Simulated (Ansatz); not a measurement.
# Profile along the H–Li line in LiH (rock salt)

LiH (rock salt), conventional cell a = 4.005 Å, b = 4.005 Å, c = 4.005 Å, α = 90.00°, β = 90.00°, γ = 90.00°. The calculation uses the primitive cell of 2 atoms, to which meshes and values per cell refer.

Fields along a shortest H–Li line of a {100} plane (2.00 Å), from H to Li, interpolated on the slice's grid (step about 0.1 Å). These are r2SCAN (plane waves to 500 eV, PAW, scalar-relativistic; Ansatz, a program for electronic structure) values and carry that method's errors. k mesh 14×14×14. These are valence fields of a PAW run, semicore shells included where kept as valence: close to a nucleus they are smooth pseudo fields. LiH was relaxed with its symmetry unable to fall.

```tsv
distance from H (Å)	valence electron density (e/Å³)	electron localisation function
0.00	1.96	x
0.20	1.35	x
0.40	0.69	x
0.60	0.36	1.00
0.80	0.21	0.96
1.00	0.13	0.38
1.20	0.10	0.03
1.40	0.33	0.12
1.60	2.44	x
1.80	6.92	x
2.00	9.49	x
```

x: too close to a nucleus for the ELF to mean much.

Density on the H–Li line (2.00 Å) at its density minimum, 1.2 Å from H: 0.10 e/Å³. ELF at that point: 0.0. Character of the H–Li contact (rough rule: ELF there above 0.7 covalent, below 0.2 ionic, polar between): closed-shell (ionic).
